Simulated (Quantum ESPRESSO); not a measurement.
## Kohn-Sham bands of Sn (Immm)

```yaml
crystal:
  lattice:
    - [-1.72654, 1.77554, 2.33834]
    - [1.72654, -1.77554, 2.33834]
    - [1.72654, 1.77554, -2.33834]
  atoms:
    - { symbol: Sn, position: [0.00000, 0.00000, 0.00000] }
```

Materials Project entry mp-623511; symmetrised, unrelaxed at this level. Not found in the COD (Crystallography Open Database) copy used, which has the formula in other groups; not checked further. Computed values, not measurements, from PBEsol: Quantum ESPRESSO (norm-conserving PseudoDojo potentials, cutoff 58 Ry, spinors with spin-orbit coupling) on a Γ-centred 10×10×10 mesh, then Wannier90. Density: 16×16×16 mesh, cold smearing 0.01 Ry.

### Question
List the Kohn-Sham levels between −8 and 3.0 eV relative to the Fermi level at the high-symmetry points, as a band run of pw.x on that density gives them (levels within 2 meV counted together).

### Answer
| point | k (reciprocal lattice) | levels (eV) |
|---|---|---|
| Γ | 0.000 0.000 0.000 | none in this range |
| X | 0.500 0.500 -0.500 | -4.45 (×2), -3.08 (×2), 1.16 (×2), 1.91 (×2) |
| F_2 | 0.386 0.614 -0.386 | -4.56 (×2), -2.35 (×2), -1.18 (×2), 1.94 (×2) |
| Σ_0 | -0.386 0.386 0.386 | -4.56 (×2), -2.35 (×2), -1.18 (×2), 1.94 (×2) |
| Y_0 | 0.394 -0.394 0.394 | -4.71 (×2), -2.48 (×2), -1.16 (×2), 2.44 (×2) |
| U_0 | 0.606 0.394 -0.394 | -4.71 (×2), -2.48 (×2), -1.16 (×2), 2.44 (×2) |
| R | 0.000 0.500 0.000 | -6.58 (×2), -4.34 (×2) |
| W | 0.250 0.250 0.250 | -4.82 (×2), -1.83 (×2), -1.45 (×2), -0.31 (×2) |
| S | 0.500 0.000 0.000 | -6.83 (×2), -4.40 (×2) |
| T | 0.000 0.000 0.500 | -5.21 (×2), -3.58 (×2), 1.96 (×2), 2.54 (×2) |
